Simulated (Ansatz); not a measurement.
Relaxed-ion elastic tensor of Pb (fcc (Cu type), space group No. 225) in GPa (Voigt order), r²SCAN in the plane-wave PAW code Ansatz; density 11.04 g/cm³, 31.17 Å³ per atom.

```
50.4  40.8  40.8   0.0   0.0   0.0
40.8  50.4  40.8   0.0   0.0   0.0
40.8  40.8  50.4   0.0   0.0   0.0
 0.0   0.0   0.0  16.0   0.0   0.0
 0.0   0.0   0.0   0.0  16.0   0.0
 0.0   0.0   0.0   0.0   0.0  16.0
```

Problem. Is the crystal mechanically stable?

Solution. Yes: the smallest eigenvalue of C is 9.5 GPa.

Problem. Work out the Voigt, Reuss and Hill averages.

Solution. K_V = 44.0, K_R = 44.0, K_H = 44.0; G_V = 11.5, G_R = 8.2, G_H = 9.9 GPa.

Problem. Give Young's modulus, Poisson's ratio, Pugh's ratio and the universal anisotropy index.

Solution. E = 9KG/(3K + G) = 27.5 GPa; ν = 0.40; K/G = 4.46 (ductile by the Pugh limit of 1.75); A_U = 5G_V/G_R + K_V/K_R − 6 = 1.98.

Problem. Estimate the sound speeds and the Debye temperature.

Solution. v_l = √((K + 4G/3)/ρ) = 2280 m/s, v_t = √(G/ρ) = 945 m/s, mean 1070 m/s; Θ = (h/k)(3n/4πV)^(1/3) v_m = 101 K.

Problem. Give the Zener ratio and Young's modulus along [100], [110] and [111].

Solution. A = 2C44/(C11 − C12) = 3.35; 1/E = S11 − 2(S11 − S12 − S44/2)Γ with Γ = 0, 1/4, 1/3 gives 13.8, 28.1, 42.8 GPa.

Space group Fm-3m (fcc (Cu type)). Symmetry was held in the r²SCAN relaxation. As this level gives no gap, shear constants depend on the k-mesh and smearing (Fermi–Dirac, 0.1 eV here). Scalar-relativistic: spin–orbit coupling is off unless named, which matters more the heavier the elements.

Potentials: the later of the program's two PAW sets.
